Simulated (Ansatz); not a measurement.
**Ca5Ge2N6 — ⁴³Ca NMR of the central transition**

Cell: a computed structure from the Materials Project (it need not be an observed phase), taken as it stands.

Space group C2/c (No. 15); a = 10.2857, b = 6.0235, c = 13.1092 Å, β = 98.99°.

| site | Wyckoff | site symmetry | x | y | z |
| --- | --- | --- | --- | --- | --- |
| Ca1 | 8f | 1 | 0.5785 | 0.2490 | 0.5073 |
| Ca5 | 8f | 1 | 0.1505 | 0.9094 | 0.2150 |
| Ca9 | 4e | 2 | 0.5000 | 0.8793 | 0.2500 |
| Ge | 8f | 1 | 0.7809 | 0.1283 | 0.0808 |
| N15 | 8f | 1 | 0.9512 | 0.0440 | 0.1295 |
| N19 | 8f | 1 | 0.6541 | 0.0281 | 0.1575 |
| N23 | 8f | 1 | 0.2692 | 0.9554 | 0.0624 |

One atom of each set is listed; the run and its k-mesh use a cell of 26 atoms with edges of 5.96, 5.96, 13.11 Å.

The numbers come from a DFT calculation in Ansatz (r2SCAN, plane waves and PAW, scalar-relativistic, 500 eV cutoff, Γ-centred 6×6×3 k-points, Fermi–Dirac smearing 0.02 eV).

⁴³Ca has I = 7/2 and Q = -40.80 mb (Pyykkö 2018); at 7.05 T its Larmor frequency is ν₀ = 20.2 MHz. Only the quadrupole interaction is simulated: positions count from each site's isotropic chemical shift, and J coupling is left out, as are shift anisotropy and dipolar coupling, which fast spinning averages.

(1) Simulate the second-order pattern (fast magic-angle spinning, Gaussian broadening 0.2 kHz) of site Ca9 (4 N at 2.32–2.56 Å; also 2 N at 3.17 Å).

## Answers

(1) The calculation gives C_Q = 5.41 MHz and η = 0.72, so ν_Q = 0.386 MHz and the centre of gravity lies at -214 ppm (-4.33 kHz).

offset (kHz), height and a bar:
```
   -10.59          0 
   -10.30          0 
   -10.02          4 #
    -9.73          8 ##
    -9.44          8 ##
    -9.16          8 ##
    -8.87         12 ####
    -8.59         20 ######
    -8.30         21 ######
    -8.02         21 ######
    -7.73         22 #######
    -7.45         23 #######
    -7.16         25 #######
    -6.88         26 ########
    -6.59         28 ########
    -6.31         30 #########
    -6.02         33 ##########
    -5.73         38 ###########
    -5.45         80 ########################
    -5.16        100 ##############################
    -4.88         76 #######################
    -4.59         71 #####################
    -4.31         73 ######################
    -4.02         87 ##########################
    -3.74         78 ########################
    -3.45         62 ###################
    -3.17         54 ################
    -2.88         49 ###############
    -2.60         45 #############
    -2.31         42 #############
    -2.02         39 ############
    -1.74         37 ###########
    -1.45         35 ###########
    -1.17         34 ##########
    -0.88         32 ##########
    -0.60         31 #########
    -0.31         29 #########
    -0.03          8 ##
     0.26          0 
     0.54          0
```

The largest force is 0.4 eV/Å, so the atoms aren't at the calculated equilibrium and relaxing them would move these values.
